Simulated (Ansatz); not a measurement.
Input and command of a plane-wave DFT calculation in Ansatz:

```yaml
crystal:
  lattice:
    - [-1.9527330267, 1.9527330267, 6.0154298205]
    - [1.9527330267, -1.9527330267, 6.0154298205]
    - [1.9527330267, 1.9527330267, -6.0154298205]
  atoms:
    - { symbol: Ba, position: [0.0, 0.0, 0.0] }
    - { symbol: Ni, position: [0.75, 0.25, 0.5] }
    - { symbol: Ni, position: [0.25, 0.75, 0.5] }
    - { symbol: P, position: [0.660159943, 0.660159943, 0.0] }
    - { symbol: P, position: [0.339840057, 0.339840057, 0.0] }
basis:
  ecutwfc: 500
kpoints:
  mp_grid: { grid: [12, 12, 12] }
  band_path:
    path:
      - [[0.0, 0.0, 0.0], [0.0, 0.0, 0.5], [0.25, 0.25, 0.25], [0.0, 0.5, 0.0], [0.0, 0.0, 0.0], [0.5, 0.5, -0.5], [0.27634465, 0.72365535, -0.27634465]]
      - [[-0.27634465, 0.27634465, 0.27634465], [0.0, 0.0, 0.0]]
      - [[0.0, 0.0, 0.5], [-0.0526893, 0.0526893, 0.5]]
      - [[0.5, 0.5, -0.0526893], [0.5, 0.5, -0.5]]
    npoints: 14
hamiltonian:
  xc: r2scan
scf:
  occupations: { method: gaussian, width: 0.1 }
  n_extra_bands: 12
output:
  forces: true
  stress: true
  eigenvalues: true
  populations: true
  dos: { projected: true, de: 0.02, nscf_kmesh: { grid: [18, 18, 18] } }
  bader: true
  write_density: true
  write_potential: true
  elf: true
  volumetric_format: npy
```

```bash
ansatz run input.yaml --threads 2 --pin off --max-ram 5120MiB --backend cpu --events-out ev --progress --plain --runs-dir out
```

Processor: Arm Neoverse V2, 2 threads, on a host shared with other jobs.

Task: How long does it run, and how much memory does it take?

Result: About 2.5 min on 2 threads of Arm Neoverse V2, with other jobs on the host, peak memory 1.6 GiB. It solves 40 bands at 163 k points (the mesh reduced by the symmetry that the task leaves, which can be less than the crystal's) with about 2325 plane waves, in 10 SCF iterations.
